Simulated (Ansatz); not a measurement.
The relaxed structure here is a generated cell of GaIr: the first start was made by a random draw of sites in a space group, and the end was not matched to a known phase here, so it may be hypothetical.

One starting cell of GaIr (a randomly generated symmetric cell of GaIr (space group No. 164)) was relaxed twice with Ansatz (plane waves, PAW, scalar-relativistic): with PBEsol at 420 eV and with PBE at 420 eV. The PBEsol result:

```
CELL_PARAMETERS angstrom
      5.37768     0.00000     0.00000
     -2.68884     4.65721     0.00000
      0.00000     0.00000     4.04091
ATOMIC_POSITIONS crystal
  Ga 0.33333 0.66667 0.50000
  Ga 0.66667 0.33333 0.50000
  Ga 0.00000 0.00000 0.00000
  Ir 0.50000 0.00000 0.00000
  Ir 0.00000 0.50000 0.00000
  Ir 0.50000 0.50000 0.00000
```

```csv
quantity,PBEsol,PBE
space group,P6/mmm,P6/mmm
volume (Å³/atom),16.87,[?]
a (Å),5.378,[?]
c (Å),4.041,[?]
"gap (eV, no spin-orbit coupling)",0.00,[?]
```

Q: What does PBE give for the same quantities?

A: 
- volume (Å³/atom), PBE: 17.49
- a (Å), PBE: 5.442
- c (Å), PBE: 4.091
- gap (eV, no spin-orbit coupling), PBE: 0.00

Both levels end in the same structure; PBE's volume is 3.7 % larger. Neither column is exact.

No spin polarisation in the result.

The run could not lose the symmetry of its start: the end is stationary, and may be a saddle point rather than a minimum.

Ansatz is a quantum-chemistry and plane-wave program.
